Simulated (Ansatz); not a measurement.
Given:

NbNiTe5:
```yaml
crystal:
  lattice:
    - [1.85524, -6.90770, 0.00000]
    - [1.85524, 6.90770, 0.00000]
    - [0.00000, 0.00000, 15.16762]
  atoms:
    - { symbol: Nb, position: [0.49112, 0.50888, 0.75000] }
    - { symbol: Nb, position: [0.50888, 0.49112, 0.25000] }
    - { symbol: Ni, position: [0.00000, 0.00000, 0.00000] }
    - { symbol: Ni, position: [0.00000, 0.00000, 0.50000] }
    - { symbol: Te, position: [0.40025, 0.59975, 0.92498] }
    - { symbol: Te, position: [0.59975, 0.40025, 0.07502] }
    - { symbol: Te, position: [0.59975, 0.40025, 0.42498] }
    - { symbol: Te, position: [0.40025, 0.59975, 0.57502] }
    - { symbol: Te, position: [0.83551, 0.16449, 0.75000] }
    - { symbol: Te, position: [0.16449, 0.83551, 0.25000] }
    - { symbol: Te, position: [0.90148, 0.09852, 0.14438] }
    - { symbol: Te, position: [0.09852, 0.90148, 0.85562] }
    - { symbol: Te, position: [0.09852, 0.90148, 0.64438] }
    - { symbol: Te, position: [0.90148, 0.09852, 0.35562] }
```

This is the r²SCAN-relaxed structure.

**Question.** All from plane-wave PAW r²SCAN (Ansatz code), unless another level is named. Estimate the electronic character.

**Answer.** metallic (no gap).

**Question.** Give the density of states at the Fermi level.

**Answer.** 0.27 states/eV per atom (mean over ±0.08 eV).

**Question.** And the formation energy from the elements (no fitted shifts)?

**Answer.** -0.37 eV/atom.

Space group Cmcm. The first step of the workflow began from a Materials Project structure, measured or hypothetical; the Crystallography Open Database copy checked does not list it. Whether it is the stable phase at ambient conditions was not checked. The r²SCAN relaxation kept the symmetry of its start; whether a distortion lowers the energy is not shown. The run is not spin-polarised. A crystal of weakly bound layers computed without a dispersion correction: the cell and the soft elastic constants depend strongly on that. The references are the lowest solids computed at this level, not always the standard phases. Scalar-relativistic: spin–orbit coupling is off unless named, which matters more the heavier the elements.

Potentials: the later of the program's two PAW sets.
